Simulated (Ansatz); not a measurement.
All numbers below come from DFT PBE, scalar-relativistic, plane waves, PAW in Ansatz 0.2.0. All cells share a 420 eV cutoff and Γ-centred k meshes spaced at most about 0.3 Å⁻¹ (about 0.25 or finer for metals, 2π included). No spin polarisation in the final relaxations.

These are static total energies at zero pressure.

Compare these two cells of MgBe₂Te₂O, each relaxed at this level.

A. Space group P6/mmm (No. 191), hexagonal, a = 4.176 Å, c = 9.676 Å. Around Mg lie 6 Be at 2.41 Å and 2 Te at 2.83 Å; Be is surrounded by 3 Be at 2.41 Å and 3 Mg at 2.41 Å; around Te lie 1 O at 2.01 Å and 1 Mg at 2.83 Å; O has 2 Te at 2.01 Å.

B. Space group P-3m1 (No. 164), trigonal, a = 3.951 Å, c = 7.808 Å. Mg is surrounded by 6 Be at 2.76 Å and 6 Te at 3.25 Å; around Be lie 3 Te at 2.41 Å, 3 Mg at 2.76 Å and 3 O at 3.28 Å; Te is surrounded by 3 Be at 2.41 Å, 3 O at 2.78 Å and 3 Mg at 3.25 Å; O has 6 Te at 2.78 Å and 6 Be at 3.28 Å.

Problem. Which form is favoured at zero pressure, and by what margin per atom?

Solution. B is lower, by 0.44 eV/atom. A has space group P6/mmm (No. 191), 24.4 Å³/atom and no gap on its mesh; B has space group P-3m1 (No. 164), 17.6 Å³/atom and no gap. Counting O or Te atoms around Be and Mg (for each partner element, those within 1.25 times its shortest distance or 1.15 times the sum of covalent radii, where it is the nearest in units of that sum or under 1.3; the shortest distance is added where it is long for a bond), A has Mg 2, Be 6 from 3.7 Å and B has Mg 6, Be 3. Even the lower one lies +0.14 eV/atom against the reference forms of the elements (uncorrected), a margin that errors in the energy of the gaseous reference can exceed. Both come from invented guesses. A third cell relaxed alike, in P4mm, lies 0.75 eV/atom below the lower of the two.

Weakly bound directions are ill-defined at this level, which has no dispersion term (P-3m1), and this can change margins and order among such cells. These runs have no spin–orbit coupling, which can matter for Te. The zero gap of P-3m1 may come from the functional, which often closes small gaps, or the cell may be a true semimetal. Cells relaxed within their symmetry can be saddle points.
